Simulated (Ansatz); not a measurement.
CaPbF$_{6}$ (space group Fm-3m)

```yaml
crystal:
  lattice:
    - [0.00000, 4.24549, 4.24549]
    - [4.24549, 0.00000, 4.24549]
    - [4.24549, 4.24549, 0.00000]
  atoms:
    - { symbol: Ca, position: [0.50000, 0.50000, 0.50000] }
    - { symbol: Pb, position: [0.00000, 0.00000, 0.00000] }
    - { symbol: F, position: [0.75822, 0.75822, 0.24178] }
    - { symbol: F, position: [0.24178, 0.24178, 0.75822] }
    - { symbol: F, position: [0.24178, 0.75822, 0.75822] }
    - { symbol: F, position: [0.75822, 0.24178, 0.24178] }
    - { symbol: F, position: [0.75822, 0.24178, 0.75822] }
    - { symbol: F, position: [0.24178, 0.75822, 0.24178] }
```

The slice is a {100} plane (indices of the conventional cell) through the point (0.758, 0.242, 0.758) (fractional), spanned by u = [100] and v = [0 1 -1] in vectors of this cell: u (6.00 Å) and v (6.00 Å, at 90° to u). It covers one period; positions are fractions (u, v).

The numbers are results of LDA (plane waves to 420 eV, PAW, scalar-relativistic; Ansatz, a program for electronic structure), not measurements. k mesh 7×7×7. Inside the PAW spheres the values are not all-electron values, and peaks at nuclei hang on which shells count as valence. CaPbF6 was relaxed with its symmetry unable to fall. Spin-orbit coupling is left out, though Pb is heavy.

Sketch the valence electron density on this plane as a map.


```
|9988775555555566779999886644222233556688|
|7777666666666666667777665533221122445566|
|5555667788887766555555443322110011224455|
|4455668899998877664444332211000000112233|
|3355668899999977664433222211000000112233|
|4455667788998877554444332211000011223344|
|6666666677777766666666554422111122334455|
|8877665566665566667788775533221122446677|
|9999775544444466779999886644222233557799|
|9999775544334466889999886644332233557799|
|8888664433223355778888776644444444556688|
|6666553322222244556666665555666655555566|
|4444332211111122334444445566778877664444|
|3322221100000011222233446677888888775533|
|2222110000000011112222446688889988775533|
|3333221100001122223333445577888888775533|
|5555442211112233445555555566777777555555|
|7766554422223344667777665544555555555566|
|9988665533334455779999886644333333556688|
|9999775544334466889999886644332233557799|
```
Scale: ten equal steps from -2.22 (start of '0') to 1.15 (end of '9'), in the order '0123456789'. Values: log₁₀ of the valence density in e/Å³. The map has 20 points along u (two characters each, u = 0 at the left) and 20 along v (v = 0 in the bottom row). The scale is logarithmic, as a density can span decades between atoms and voids.
